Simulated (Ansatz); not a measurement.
# Surface calculation: hcp Ru (10-10), 2 layers

The slab is cut from the hcp crystal, the stable phase, as relaxed on PAW files (13.09 Å³/atom), with 16 Å of vacuum and a dipole correction:

```xyz
2
Lattice="2.6752 0.0000 0.0000 0.0000 4.2244 0.0000 0.0000 0.0000 16.7723" Properties=species:S:1:pos:R:3 pbc="T T T"
Ru    2.0064    3.1683    8.0000
Ru    0.6688    1.0561    8.7723
```

All numbers are LDA results (scalar-relativistic) from Ansatz 0.2.0, with a Γ-centred 14×9×1 k mesh, Fermi–Dirac smearing of 0.1 eV, no spin polarisation. Methods: LAPW: all electrons, basis error target 1 meV/atom; PAW: frozen-core files, cutoff 420 eV.

The bulk energy comes from a cell in the slab's orientation on a 14×9×8 mesh. The surface energy is (E(slab) − N·E(bulk))/2A at zero smearing, the mean of both faces; thin slabs carry quantum-size effects.

The PAW files were made under PBE.

Question: As cut, the LAPW slab lies 5.139 eV above 2 atoms of bulk. What surface energy is that?

Answer: Over two faces of 11.30 Å² it is 227.4 meV/Å², and times 16.02 J/m² per eV/Å² that gives γ = 3.643 J/m².

```json
{"method": "LAPW", "γ as cut (J/m²)": "3.643", "γ relaxed (J/m²)": "3.634", "Φ as cut (eV)": "5.61", "Φ relaxed (eV)": "5.67"}
{"method": "PAW", "γ as cut (J/m²)": "3.642", "γ relaxed (J/m²)": "3.633", "Φ as cut (eV)": "5.61", "Φ relaxed (eV)": "5.67"}
```

Question: How do the spacings between the planes relax?

Answer: From the bottom face up: d12 -10.1 % of 0.772 Å.

Question: What changes if relativity is switched off, at the same positions?

Answer: LAPW then gives: no gap, work function 5.55 eV.
